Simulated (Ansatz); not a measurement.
# InAg3 under pressure: fit and missing row

InAg3, Pm-3m, a = 4.138 Å. The structure is a COD entry; whether it is the stable form wasn't checked. Ansatz: PBEsol, PAW, 420 eV, Γ-centred 10×10×10 mesh on 4 atoms, Gaussian smearing 0.10 eV; no spin polarisation. Cell and atoms are relaxed at each pressure, and no other structure is tried, so the rows at high pressure may lie past a change of phase.

```tsv
V (Å³/atom)	P (GPa)
?	90.02
13.922	49.95
15.197	24.94
16.218	11.98
17.116	4.00
17.542	1.06
17.716	-0.01
17.889	-0.99
```

**Question.** Take V0 = 17.716 Å³/atom, count pressures from its P0 = -0.01 GPa, fit the third-order Birch–Murnaghan form to the other rows, and predict the missing volume.

**Answer.** With the Eulerian strain f = ½[(V0/V)^(2/3) − 1] and y = (P − P0)/[3f(1 + 2f)^(5/2)], the form is the line y = B0 + 1.5 B0 (B0′ − 4) f. Rows (f, y): 0.08715, 127.9; 0.05383, 119.6; 0.03033, 113.7; 0.01162, 108.6; 0.00330, 106.3; -0.00323, 102.8. Means f = 0.03050, y = 113.15; Σ(Δf)² = 0.005988, ΣΔfΔy = 1.607; the slope is their ratio. y = 105.0 + 268.4 f GPa, so B0 = 105.0 GPa and B0′ = 4 + 2 × (268.4)/(3 × 105.0) = 5.70. P = 90.02 GPa is met at f = 0.12442 (y = 138.39), so V = V0 (1 + 2f)^(−3/2) = 12.694 Å³/atom. The run gave 12.667 Å³/atom, so the fit is 0.027 Å³/atom too high, 0.52 % of the span of the series, against an rms of 0.004 Å³/atom on the fitted rows. The row lies outside the fitted range. A fourth-order term fitted to the same rows gives P = 88.74 GPa at this row's volume (the line 91.15, the run 90.02), no gain.

The mesh isn't the same in all rows (10×10×10, 12×12×12).